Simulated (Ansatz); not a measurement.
# Ti3C2 under strain

All numbers below come from DFT r2SCAN, scalar-relativistic, plane waves, PAW (Ansatz). Settings: 500 eV cutoff, 12×12×4 k-mesh, Gaussian smearing of 0.10 eV, no spin polarisation.

Reference structure (relaxed):

```xyz
10
Lattice="3.0640 0.0000 0.0000 -1.5320 2.6535 0.0000 0.0000 0.0000 15.1185" Properties=species:S:1:pos:R:3 pbc="T T T"
Ti    0.0000    1.7690   12.7630
Ti    1.5320    0.8845    5.2037
Ti    1.5320    0.8845    2.3555
Ti    0.0000    1.7690    9.9148
Ti    0.0000    0.0000    0.0000
Ti    0.0000    0.0000    7.5593
C     1.5320    0.8845   13.8208
C     0.0000    1.7690    6.2615
C     1.5320    0.8845    8.8570
C     0.0000    1.7690    1.2977
```

Deformation: biaxial strain in the a-b plane, with the length and tilt of c and the atoms relaxed, all within the symmetry that the strain leaves. Energies are extrapolated to zero smearing.

```
strain (%)  ΔE (meV/atom) a (Å) b (Å) c (Å)
      -4.0           59.8  2.941  2.941  15.270
      -2.0           14.5  3.003  3.003  15.189
      +0.0            0.0  3.064  3.064  15.119
      +2.0           13.5  3.125  3.125  15.053
      +4.0           51.4  3.187  3.187  14.990
```

Question: What stiffness (1/V) d²E/dε² at zero strain does a cubic fit over all points give?

Answer: A cubic fit gives (1/V) d²E/dε² = 905 GPa at zero strain (twice the biaxial modulus).

Question: How does the free axis c answer a small strain?

Answer: Between the innermost points its strain is -0.23 times the applied one.